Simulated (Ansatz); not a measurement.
Ti2CuSb3:
```yaml
crystal:
  lattice:
    - [3.78755, 0.00000, 0.00000]
    - [0.00000, 3.78755, 0.00000]
    - [0.00000, 0.00000, 8.25980]
  atoms:
    - { symbol: Sb, position: [0.00000, 0.50000, 0.37393] }
    - { symbol: Sb, position: [0.50000, 0.00000, 0.62607] }
    - { symbol: Ti, position: [0.00000, 0.50000, 0.73622] }
    - { symbol: Ti, position: [0.50000, 0.00000, 0.26378] }
    - { symbol: Sb, position: [0.50000, 0.50000, 0.00000] }
    - { symbol: Cu, position: [0.00000, 0.00000, 0.00000] }
```

Relaxed with r²SCAN.

Task: Map the electron localisation function on the plane through (0.500, 0.000, 0.626) spanned by u = [1, 0, 0] and v = [0, 0, 1] in lattice vectors, from the program Ansatz at the r²SCAN level (PAW).

Result: x is the fraction of u, y of v (the angle between them is 90°; rows are the nearest grid lines); atoms in the plane: Sb at (0.00, 0.00), Ti at (0.00, 0.64), Cu at (0.50, 0.37).
```
|00013456433465431000|
|00124454211245442100|
|12334443100134443321|
|55555531000013555555|
|77764311000011346777|
|11111111122111111111|
|22100112222221100122|
|77741012344321014777|
|01674102344320147610|
|35773002344320037753|
|77751012333321015777|
|22111233222233211122|
|11233322222222333211|
|33332222455422223333|
|22222223799732222222|
|11221123799732112211|
|00111112233221111100|
|00011121111112111000|
|00011222222222211000|
|33333333333333333333|
|44456665544556665444|
|12334677555577643321|
|00124577544577542100|
|00013456433465431000|
```
Scale: ten equal steps from 0.000 (start of '0') to 0.827 (end of '9'), in the order '0123456789'; x runs from 0.000 to 1.00, y from 0.000 (bottom) to 1.00 (top).

The density is the valence pseudo-density with augmentation charge, so density and ELF within about 1 Å of a nucleus are not all-electron values.

Space group P-4m2. The workflow started from an entry of the Crystallography Open Database (COD). Whether it is the stable phase at ambient conditions was not checked. The cell was relaxed with r²SCAN under the symmetry of its start; its stability against distortions is not shown here. No spin polarisation was allowed. Spin–orbit coupling is left out wherever it is not named.

Potentials: the later of the program's two PAW sets.
